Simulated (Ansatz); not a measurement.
According to r²SCAN in the plane-wave PAW code Ansatz, CaO in the tetragonal phase (P4/nmm; Ca on 2c, O on 2a) relaxes to a = 4.169 Å, c = 3.195 Å. Its formation energy from the elements is -2.80 eV/atom, with no fitted shifts.

It is gapped at this level: 4.06 eV (indirect). The valence maximum lies on the M–Γ line, 59 % of the way from M and the conduction minimum at Γ. HSE06 on the same cell gives 4.83 eV. Electrons at the band edge weigh 0.47 mₑ (isotropic). The hole mass is 0.88, 1.9, 2.9 mₑ (principal values).

The bulk modulus is 33.4 GPa. Bader charges are Ca +1.50, O -1.50 e.

The start of the workflow was typed in or built on a structure type; neither database checked (COD, Materials Project) lists it. It is not the phase usual at ambient conditions (space group No. 225). Symmetry was held in the r²SCAN relaxation; its stability against distortions is not shown here. The volume moved by -17 % from the start of the relaxation. The references are the lowest solids computed at this level, not always the standard phases (solids in place of the gases).

Potentials: the earlier of the program's two PAW sets.
